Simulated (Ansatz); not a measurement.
## LiW3N3: rattling a relaxed structure

The cell was found from a structure generator's guess, not taken from experiment.

Theory: DFT PBE, scalar-relativistic, plane waves, PAW in Ansatz 0.2.0. Plane waves to 420 eV, a k mesh through Γ of 10×10×10 on the computed 7-atom cell and Gaussian smearing (0.10 eV); no spin polarisation.

The cell below (7 atoms, space group Pm-3m (No. 221)) is relaxed within its symmetry.

```
Li W N
1.0
     4.17281    0.00000    0.00000
     0.00000    4.17281    0.00000
     0.00000    0.00000    4.17281
Li W N
1 3 3
Direct
  0.00000 0.00000 0.00000
  0.00000 0.50000 0.50000
  0.50000 0.00000 0.50000
  0.50000 0.50000 0.00000
  0.50000 0.00000 0.00000
  0.00000 0.50000 0.00000
  0.00000 0.00000 0.50000
```

For the test it was strained at random (σ = 1.5 % a component), the atoms were moved at random (σ = 0.05 Å), and all was relaxed again on a coarse 6×6×6 mesh (in the run’s order of axes) with 0.20 eV smearing, with no symmetry imposed.

Spin–orbit coupling, which can matter for W, is left out.

**Question.** Is the structure stable against such a distortion?

**Answer.** It returns, within 1 meV/atom of the unmoved cell on that mesh and with the same symmetry when read at 0.1 Å. No instability shows in this cell; modes of other wave vectors, which need another repeat, aren't tested.
